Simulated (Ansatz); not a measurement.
This Li₂MgZnC₆N₆ structure is the end of a relaxation. The cell was found from a structure generator's guess, not taken from experiment.

Theory: DFT PBE, scalar-relativistic, plane waves, PAW (Ansatz). Cutoff 420 eV, Γ-centred mesh, Gaussian smearing, no spin polarisation.

```xyz
16
Lattice="0.0000 5.5676 5.5676 5.5676 0.0000 5.5676 5.5676 5.5676 0.0000" Properties=species:S:1:pos:R:3 pbc="T T T"
Li    2.7838    2.7838    2.7838
Li    8.3514    8.3514    8.3514
Mg    0.0000    0.0000    0.0000
Zn    5.5676    5.5676    5.5676
C     2.2627    5.5676    5.5676
C     5.5676    2.2627    5.5676
C     5.5676    5.5676    2.2627
C     8.8725    5.5676    5.5676
C     5.5676    8.8725    5.5676
C     5.5676    5.5676    8.8725
N     3.4328    5.5676    5.5676
N     5.5676    3.4328    5.5676
N     5.5676    5.5676    3.4328
N     7.7024    5.5676    5.5676
N     5.5676    7.7024    5.5676
N     5.5676    5.5676    7.7024
```

Formation energies are uncorrected and refer to the elements' standard structures at the same level (N₂ as a molecule).

Task: What space group does it have?

Result: Fm-3m (No. 225). Conventional cell: a = 11.135 Å. Li has 12 C at 3.97 Å and 12 N at 3.99 Å (long against covalent radii, as for large ions); Mg has 6 C at 2.26 Å; around Zn lie 6 N at 2.13 Å; around C lie 1 N at 1.17 Å, 1 Mg at 2.26 Å, 4 C at 3.20 Å, 1 Zn at 3.30 Å, 4 N at 3.93 Å, 4 Li at 3.97 Å and 4 N at 4.11 Å; around N lie 1 C at 1.17 Å, 1 Zn at 2.13 Å, 4 N at 3.02 Å, 1 Mg at 3.43 Å, 4 C at 3.93 Å, 4 Li at 3.99 Å and 4 C at 4.11 Å.

Task: How far does it lie from the elements in energy?

Result: +0.251 eV/atom. The separate elements lie lower, so it is unstable against them.

Task: Is it a metal?

Result: No, the gap on the 4×4×4 mesh is 3.36 eV.

Task: From what recipe could a structure generator have reached it?

Result: One such recipe: cyanide-bridged rock-salt net of two metals, 2 guest cations a cell (Fm-3m, No. 225). Other recipes can lead to the same cell.

The last run used a 4×4×4 mesh for its 16-atom cell and Gaussian smearing of 0.02 eV. Kohn–Sham gaps at this level usually fall short of measured ones. The reference form of C is held partly by dispersion forces, which this level lacks. Symmetry constrained the relaxation, so the result can be a saddle point.
